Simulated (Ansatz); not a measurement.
YSi (CsCl type, Pm-3m) under volume change, DFT-PBE in the program Ansatz with PAW potentials, scaled uniformly.

```tsv
V (Å³/atom)	E − E(relaxed) (meV/atom)	P (GPa)
20.150	47.8	8.33
20.814	?	?
21.478	?	?
22.143	0.0	0.00
22.807	4.4	-2.05
23.471	16.7	-3.84
24.136	35.8	-5.38
```

Problem. Complete the blanks.

Solution. 
- 21.478, E − E(relaxed) (meV/atom): 4.8
- 21.478, P (GPa): 2.36
- 20.814, E − E(relaxed) (meV/atom): 20.1
- 20.814, P (GPa): 5.11

Problem. What does a third-order Birch–Murnaghan fit give for V₀, B₀ and B′?

Solution. V₀ = 22.14 Å³/atom, B₀ = 73.6 GPa, B′ = 3.9.

The cell is a constructed one: a structure type filled with these elements; neither database checked (COD, Materials Project) lists it. Whether it is the stable phase at ambient conditions was not checked. The PBE relaxation kept the symmetry of its start. At this level the phase is mechanically unstable. No spin polarisation was allowed.

Potentials: the later of the program's two PAW sets.
